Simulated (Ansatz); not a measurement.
One crystal and one scan (frozen-phonon scan) at two levels, r2SCAN (plane waves to 500 eV, PAW, scalar-relativistic; Ansatz, a quantum-chemistry and plane-wave program) and PBE (plane waves to 420 eV, PAW, scalar-relativistic; Ansatz), each from its own relaxed cell and on its own mesh. The cell shown is that of r2SCAN.

ZnSe (zinc blende)

```
CELL_PARAMETERS angstrom
      0.00000     5.66546     5.66546
      2.83273     2.83273     5.66546
      2.83273     2.83273     0.00000
ATOMIC_POSITIONS crystal
  Se 0.00000 0.75000 0.75000
  Se 0.50000 0.75000 0.75000
  Zn 0.00000 0.00000 0.00000
  Zn 0.50000 0.00000 0.00000
```

The atoms are displaced by Q × the pattern below (from a DFPT mode at X = (0.5, 0.5, 0.0), largest move 1; Q in Å), at fixed cell. It is one choice among 2 degenerate patterns. (q is in reciprocal vectors of the primitive cell; the cell shown is doubled to hold the pattern.)

```
atom       x       y      z
----  ------  ------  -----
Se1   -0.705   0.000  0.000
Se2    0.705   0.000  0.000
Zn3    0.000  -1.000  0.000
Zn4    0.000   1.000  0.000
```

ZnSe was relaxed with its symmetry unable to fall. Percentages come from the unrounded values.

Results of r2SCAN:

- Lattice constant a (Å) = 5.665
- Band gap of the relaxed cell, no spin-orbit coupling (eV) = 1.87
- Harmonic wavenumber from the curvature (finite differences) (cm⁻¹ (negative: imaginary)) = 72
- Shape of the curve = a single well with its minimum at or next to zero displacement

Problem. Estimate the PBE values.

Solution. 
| quantity | PBE | r2SCAN − PBE |
|---|---|---|
| Lattice constant a (Å) | 5.733 | -0.068 (-1.2 %) |
| Band gap of the relaxed cell, no spin-orbit coupling (eV) | 1.15 | +0.72 (+62 %) |
| Harmonic wavenumber from the curvature (finite differences) (cm⁻¹ (negative: imaginary)) | 68 | +4 (+5 %) |

r2SCAN gives the higher value for: band gap of the relaxed cell, no spin-orbit coupling; harmonic wavenumber from the curvature. r2SCAN gives the lower value for: lattice constant a. Both give the same shape of the curve: a single well with its minimum at or next to zero displacement.

(A displaced cell: forces are minus the slopes of the energy, force constants its curvatures, and phonons follow from these.)
